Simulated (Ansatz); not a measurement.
Computed properties of PtBr2

```yaml
crystal:
  lattice:
    - [0.00000, 3.31029, 3.31029]
    - [3.31029, 0.00000, 3.31029]
    - [3.31029, 3.31029, 0.00000]
  atoms:
    - { symbol: Pt, position: [0.00000, 0.00000, 0.00000] }
    - { symbol: Br, position: [0.25000, 0.25000, 0.25000] }
    - { symbol: Br, position: [0.75000, 0.75000, 0.75000] }
```

Atoms are numbered in the order listed.

The structure comes from a relaxation in the same program, started in the fluorite type, and has space group Fm-3m. Whether it is a known phase or the ground state wasn't checked.

No spin–orbit coupling, which matters for the heavy atoms here.

Methods: DFT, PBE, all-electron LAPW, scalar-relativistic (Ansatz 0.2.0); DFT, PBE, PAW with Ansatz's default frozen-core files, scalar-relativistic (Ansatz 0.2.0).

For LAPW: a Γ-centred 11×11×11 k mesh, Fermi–Dirac smearing of 0.05 eV, basis error target 1 meV/atom, no spin polarisation. PAW takes a cutoff of 420 eV at this cell. The Ansatz runs share mesh, smearing and spin set-up. Values come from LAPW unless marked.

| Quantity | Value |
| --- | --- |
| Band gap | none at this level of theory (metallic, semimetallic, or a small gap that the functional closes) |
| Density of states at the Fermi level (0.2 eV bin) | 9.24 states/eV per cell |
| Löwdin charges (with 0.16 e of the cell spilling out of the atomic basis, so their sizes and signs hang on that basis) | Pt1 0.41, Br2 -0.13 e |
| Bader charges (from the PAW run) | Pt1 +0.33, Br2 -0.17 e |
| Volume per atom | 163.2 bohr³ |
| Pressure at this cell | 0.3 kbar |
